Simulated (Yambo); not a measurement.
Yambo run on Ca₂Si (space group Fm-3m, No. 225). The wavefunctions are PBEsol (pw.x of Quantum ESPRESSO, ONCV potentials, no spin-orbit coupling) ones on a 4×4×4 mesh (12 occupied bands); a = b = c = 5.0122 Å, α = β = γ = 60.00°.

Yambo input:

```
rim_cut
gw0
dyson
el_el_corr
HF_and_locXC
mpa
em1d
RandQpts= 1000000
RandGvec= 1 Ry
EXXRLvcs= 68 Ry
VXCRLvcs= 272 Ry
Chimod= "HARTREE"
% BndsRnXm
 3 | 164 |
%
NGsBlkXm= 8 Ry
% LongDrXm
 1.0 | 1.0 | 1.0 |
%
EnSampXm= "2l"
EnGridXm= "lP"
% EnRngeXm
 0.0 | 40.0 | eV
%
% ImRngeXm
 2.72114 | 27.21138 | eV
%
% DmRngeXm
 0.02721 | 2.72114 | eV
%
ETStpsXm= 8
IntSolXm= "PT"
% GbndRnge
 1 | 164 |
%
GTermKind= "none"
DysSolver= "n"
ExtendOut
% QPkrange
 7 | 7 | 12 | 13 |
%
```

k points by index: 7 = X.

Resulting energies as the program prints them:

```
#    K-point    Band    Eo [eV]    E [eV]    E-Eo [eV]    Vxc [eV]    Vnlxc [eV]    Sc|Eo [eV]    Sc|E [eV]    dSc/dw|Eo [eV]    Re(Z)    Im(Z)
#
    7    12    0.000000    -0.489348    -0.489348    -9.954811    -11.57473    0.912472    1.130567    -12.10170    0.692054    -0.008990
    7    13    0.466472    0.666775    0.200303    -8.227981    -4.776707    -3.170864    -3.250970    -10.82082    0.715359    -0.009413
```
(The two width columns are left out.) Convergence of these settings isn't established.

Geometry relaxed with PBEsol.

The structure is a Materials Project entry; no match was found in the copy of COD used, and its stability was not checked.
